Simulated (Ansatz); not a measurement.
K$_{2}$LiRhF$_{6}$:
```
CELL_PARAMETERS angstrom
      0.00000     4.01223     4.01223
      4.01223     0.00000     4.01223
      4.01223     4.01223     0.00000
ATOMIC_POSITIONS crystal
  K  0.75000 0.75000 0.75000
  K  0.25000 0.25000 0.25000
  Li 0.50000 0.50000 0.50000
  Rh 0.00000 0.00000 0.00000
  F  0.75353 0.24647 0.24647
  F  0.24647 0.75353 0.75353
  F  0.24647 0.75353 0.24647
  F  0.75353 0.24647 0.75353
  F  0.24647 0.24647 0.75353
  F  0.75353 0.75353 0.24647
```

Tensor components refer to the Cartesian frame of this cell.

Q: Give the high-frequency dielectric tensor and the Born effective charge tensors of the independent atoms from DFPT, PBEsol in the plane-wave PAW code Ansatz.

A: 
ε∞:
```
2.53  0.00  0.00
0.00  2.53  0.00
0.00  0.00  2.53
```
Z* of atom 1 (K), rows: field, columns: displacement, in e:
```
1.21  0.00  0.00
0.00  1.21  0.00
0.00  0.00  1.21
```
Z* of atom 3 (Li), rows: field, columns: displacement, in e:
```
1.44  0.00  0.00
0.00  1.44  0.00
0.00  0.00  1.44
```
Z* of atom 4 (Rh), rows: field, columns: displacement, in e:
```
2.22  0.00  0.00
0.00  2.22  0.00
0.00  0.00  2.22
```
Z* of atom 5 (F), rows: field, columns: displacement, in e:
```
-1.74   0.00   0.00
 0.00  -0.65   0.00
 0.00   0.00  -0.65
```

Space group Fm-3m. The workflow started from a Materials Project entry (that database holds measured and hypothetical structures alike); the Crystallography Open Database copy checked does not list it. Whether it is the stable phase at ambient conditions was not checked. The cell was relaxed with PBEsol under the symmetry of its start; whether a distortion lowers the energy is not shown. The run is not spin-polarised. Spin–orbit coupling is left out wherever it is not named.

Potentials: the later of the program's two PAW sets.
